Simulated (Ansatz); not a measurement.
Structures of K$_{3}$F$_{2}$: which is lowest?

Plane-wave DFT in Ansatz with scalar-relativistic PAW potentials, cutoff 420 eV, Γ-centred meshes chosen by cell and gap, Gaussian smearing with energies taken to zero width. Every cell was relaxed (cell and atoms) in a run of its own, within the symmetry of its start. Functional: PBE.

Relaxed structures (starts from databases or built by putting these elements on another compound's sites):
A. R-3c, 10 atoms in the computed cell, a = 6.876 Å, c = 19.990 Å; sites (symmetry × multiplicity) K .2 × 18, F 3. × 12; start: built
B. P4/mbm, 10 atoms in the computed cell, a = 8.189 Å, c = 4.697 Å; sites (symmetry × multiplicity) K 4/m.. × 2 + m.2m × 4, F m.2m × 4; start: built

Q: Rank them by energy. Could pressure change the order?

A:
```csv
structure,group,E − E(lowest) (meV/atom),V (Å³/atom),gap on mesh (eV)
A,R-3c,0.0,27.28,0.00
B,P4/mbm,126,31.49,0.00
```

A is lowest, 126 meV/atom under B. The lowest is also the densest of these, so pressure wouldn't bring one of the others in at first order. Other structures may lie lower than all of these, and vibrations aren't counted.

Spin polarisation was left out, and a magnetic state may lie lower.